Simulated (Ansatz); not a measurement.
ScBeNO:
```xyz
4
Lattice="3.2494 0.0000 0.0000 -1.6247 2.8141 0.0000 0.0000 0.0000 4.8532" Properties=species:S:1:pos:R:3 pbc="T T T"
Sc     0.0000     1.8760     2.5126
Be     1.6247     0.9380     4.7850
O      0.0000     1.8760     0.4487
N      1.6247     0.9380     3.1733
```

Relaxed with PBE+D3(BJ). Special points in fractions of this cell's reciprocal vectors: Γ (0.000, 0.000, 0.000); M (0.500, 0.000, 0.000); K (0.333, 0.333, 0.000); A (0.000, 0.000, 0.500); L (0.500, 0.000, 0.500); H (0.333, 0.333, 0.500).

### Question
List the band energies nearest the valence-band maximum at these points for PBE+D3(BJ) (plane waves, PAW; program Ansatz).

### Answer
In eV from the valence-band maximum; about four levels below and three above (degenerate sets whole), none deeper than 8.9 eV; points with the same levels are listed once.

| k | below | above |
|---|---|---|
| Γ | -1.89 -1.89 -1.25 -1.25 -1.08 | 3.11 5.39 5.39 |
| M | -2.54 -2.39 -0.67 -0.31 | 4.08 5.60 6.03 |
| K | -2.21 -1.91 -1.21 -0.17 | 3.40 5.50 5.70 |
| A | -2.09 -2.09 -1.67 -1.05 -1.05 | 4.25 5.68 5.68 |
| L | -2.81 -1.83 -0.46 -0.01 | 4.21 5.18 6.22 |
| H | -3.03 -1.00 -0.90 0.00 | 3.43 5.01 6.26 |

Space group P3m1. The start of the workflow was typed in or built on a structure type; neither database checked (COD, Materials Project) lists it. Its standing as an ambient phase is unchecked. The PBE+D3(BJ) relaxation kept the symmetry of its start; whether a distortion lowers the energy is not shown. The run is not spin-polarised. The volume moved by -22 % from the start of the relaxation.

Potentials: the earlier of the program's two PAW sets.
